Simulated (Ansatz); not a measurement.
## LiW: settings compared (Ansatz)

Run with:

```bash
ansatz run input.yaml --threads 1 --pin off --max-ram 2560MiB --backend cpu --events-out ev --progress --plain --runs-dir out
```

The input file (Ansatz 0.2.0, plane waves):

```yaml
crystal:
  lattice:
    - [0.0, 3.135754, 3.135754]
    - [3.135754, 0.0, 3.135754]
    - [3.135754, 3.135754, 0.0]
  atoms:
    - { symbol: Li, position: [0.0, 0.0, 0.0] }
    - { symbol: Li, position: [0.25, 0.25, 0.25] }
    - { symbol: W, position: [0.5, 0.5, 0.5] }
    - { symbol: W, position: [0.75, 0.75, 0.75] }
  symmetry: { tolerance: 0.0003 }
kpoints:
  mp_grid: { grid: [5, 5, 5], shift: [0, 0, 0] }
magnetization:
  spin_polarized: false
scf:
  occupations: { method: gaussian, width: 0.0753 }
hamiltonian:
  pseudopotentials: { kind: paw }
  xc: r2scan
basis:
  ecutwfc: 500
output:
  forces: true
  stress: true
  eigenvalues: true
relax:
  max_steps: 40
  cell: {}
```

Origin of the cell: a known structure type with other elements, at an estimated volume, so it need not be a known compound.

Output of this run (shortened):

```
Pseudopotentials: kind: paw
Pseudopotential: Li, paw, valence charge 3, recommended cutoff 500 eV (meta_gga), Li.paw.azcp
Pseudopotential: W, paw, valence charge 14, recommended cutoff 500 eV (meta_gga), W.paw.azcp
Functional definition: r2SCAN
  exchange = r2scan_x(k0 = k0, k1 = k1, a1 = a1)
  correlation = r2scan_c
Crystal: 4 atoms, lattice volume = 61.667 Å³
Basis set: ecut = 500 eV, 1471 PW (Γ), exchange–correlation on 144×144×144 points (64 copies of the dense FFT grid, shifted against one another)
Bands: 21, of which v1, the nominal top of the filled ones, is band 17 counted from 1 (16 counted from 0)
Symmetry: 48 space group operations
Space group: Fd-3m (ITA 227), of the structure as read, at distance tolerance 1.2e-3 Å
[… 6 lines left out …]
Initial density: superposition of atomic densities (neutral atoms: chi_scale 0, normalization atom), corrected by the library's trained network
Functional: x = r2scan, c = r2scan; τ floored in thin density (d = 2e-4 eV/Å³)
SCF iter   1: F=—  HF=-21201.818792 eV  Δρ=1.22e-2  dr2=1.24e-1  dr2_τ=7.40e-2
SCF iter   2: F=—  HF=-21201.868375 eV  Δρ=7.89e-3  dr2=4.89e-2  dr2_τ=1.09e-3
SCF iter   3: F=—  HF=-21201.863640 eV  Δρ=6.70e-4  dr2=1.33e-4  dr2_τ=9.39e-5
SCF iter   4: F=—  HF=-21201.863889 eV  Δρ=2.52e-4  dr2=3.25e-5  dr2_τ=3.91e-6
SCF iter   5: F=—  HF=-21201.863905 eV  Δρ=9.13e-5  dr2=7.38e-6  dr2_τ=1.18e-6
SCF iter   6: F=—  HF=-21201.863903 eV  Δρ=1.85e-5  dr2=2.43e-7  dr2_τ=4.76e-9
SCF iter   7: F=-21201.863903 eV  HF=-21201.863903 eV  Δρ=2.07e-6  dr2=2.29e-9  dr2_τ=2.63e-10
relax step   1: F+E_penalty+E_count = -21201.863903 eV  Δ(F+E_penalty+E_count) = +0.000e0 eV  max|allowed force component| = 2.776e-17 eV/Å  Δτ_max = 0.0000 Å  P = -5.131 GPa  Ω = 61.667 Å³ […]
relax step   2: F+E_penalty+E_count = -21201.798717 eV  Δ(F+E_penalty+E_count) = +6.519e-2 eV  max|allowed force component| = 1.162e-16 eV/Å  Δτ_max = 0.0000 Å  P = +9.760 GPa  Ω = 55.100 Å³ […]
relax step   3: F+E_penalty+E_count = -21201.908814 eV  Δ(F+E_penalty+E_count) = -4.491e-2 eV  max|allowed force component| = 2.654e-16 eV/Å  Δτ_max = 0.0000 Å  P = -0.525 GPa  Ω = 59.235 Å³ […]
relax step   4: F+E_penalty+E_count = -21201.909308 eV  Δ(F+E_penalty+E_count) = -4.947e-4 eV  max|allowed force component| = 2.643e-16 eV/Å  Δτ_max = 0.0000 Å  P = -0.011 GPa  Ω = 58.991 Å³ […]
relax step   5: F+E_penalty+E_count = -21201.908440 eV  Δ(F+E_penalty+E_count) = +8.684e-4 eV  max|allowed force component| = 3.030e-16 eV/Å  Δτ_max = 0.0000 Å  P = -0.018 GPa  Ω = 58.991 Å³  stress off target by 1.77e-2 GPa […]
SCF 5 converged in 5 iterations: F = -21201.908440 eV  dr2 = 6.39e-12
basis re-selected at this cell: Δ(F+E_penalty+E_count) = +8.684e-4 eV, ΔP = -0.007 GPa vs the last step (what re-selecting the basis moved, of the pressure what is left beyond the Pulay corre […]
SCF converged after 5 iterations
Free energy (F): -21201.908440 eV
Harris-Foulkes:  -21201.908440 eV  (|F-HF|=1.09e-11)
Internal energy: -21201.899770 eV  (E = F + TS)
E sigma→0 (E₀):  -21201.904105 eV
Entropy (-TS):   -0.008670 eV (-2.167 meV/atom)
Fermi energy:    12.424378 eV
--- Per-component energies (eV) ---
  E_band       = -553.707713
  E_kinetic    = 942.726171
  E_local      = -2168.446123  (includes V_loc(G=0)·N_el)
  E_nonlocal   = -57.449946
  E_hartree    = 772.354333
  E_xc         = -515.518261
  E_vxc        = -545.451316  (∫ρ·V_xc dr)
  E_paw        = -17230.825471  (= ΣΔE_a)
  E_vpaw       = -298.811143  (= ΣTr[D̂ρ^β])
  E_aug_tail   = -0.000311  (compensation charges beyond the density's cutoff)
  E_vtau       = 29.016255  (kinetic-family band-sum trace: ∫τ·v_τ [+ j·A + Jᵃ·Aᵃ] dr)
  E_ewald      = -2943.564263
  E_core_change = -1.175898  (= ΣΔE_core)
  E_smearing   = -0.008670  (= −TS)
  Σ components = -21201.908440   (vs F -21201.908440, Δ=0.00e0)
--- Forces (eV/Å), atoms counted from 1 ---
  atom   1  Li     0.000000     0.000000     0.000000
  atom   2  Li    -0.000000    -0.000000    -0.000000
  atom   3  W      0.000000     0.000000     0.000000
  atom   4  W     -0.000000    -0.000000    -0.000000
  max |Σ_I F_I| component: 2.08e-17 eV/Å
--- Stress (GPa, compression-positive) ---
       -0.017701       0.000000       0.000000
        0.000000      -0.017701      -0.000000
        0.000000      -0.000000      -0.017701
  P = ⅓ Tr σ = -0.0177 GPa (-0.177 kbar)
--- Relaxed structure (4 steps of the walk, 3 accepted, 1 SCFs on fresh bases) ---
  F+E_penalty+E_count = -21201.908440 eV   max|allowed force component| = 3.030e-16 eV/Å   (the final SCF, on the basis selected at the relaxed cell)
  cell:  # Å, volume = 58.9909 Å³
    - [0.0, 3.089714, 3.089714]
    - [3.089714, 0.0, 3.089714]
    - [3.089714, 3.089714, 0.0]
  atoms:
    - { symbol: Li, position: [0.0, 0.0, 0.0] }
    - { symbol: Li, position: [0.25, 0.25, 0.25] }
    - { symbol: W, position: [0.5, 0.5, 0.5] }
    - { symbol: W, position: [0.750000, 0.750000, 0.750000] }
```

The same input was run again with these changes:

1. `basis.xc_grid` default → 1; `hamiltonian.xc` r2scan → lda; `scf.initial_density.chi_scale` default → 0.3
2. `accuracy` default → medium; `hamiltonian.dispersion` default → d4
3. `scf.mixing.preconditioner` default → kerker
4. `scf.occupations.width` 0.0753 → 0.025

```
 run        end  SCF iterations  volume (Å³/atom)  max force component (eV/Å)  moment (μB)  ΔE(σ→0) (meV/atom)
base  converged              32             14.75                       0.000            –                   0
   1  converged              39             14.02                       0.000            –                   –
   2  converged              33             14.64                       0.000            –                   –
   3  converged              32             14.75                       0.000            –                0.00
   4  converged              31             14.75                       0.000            –                0.34
```

Energies are compared only where functional, datasets, charge and starting cell are the same.

Caveats of the base run: no moments, though an odd count or open d shells may carry them; no spin-orbit coupling, though heavy elements are present; the k mesh is coarse if the cell is a metal; the relaxation held the start's symmetry, so the end may be a saddle point.

Time of the base run: 14 s of wall time on 1 CPU thread(s) of a shared host, from the program's own first density.
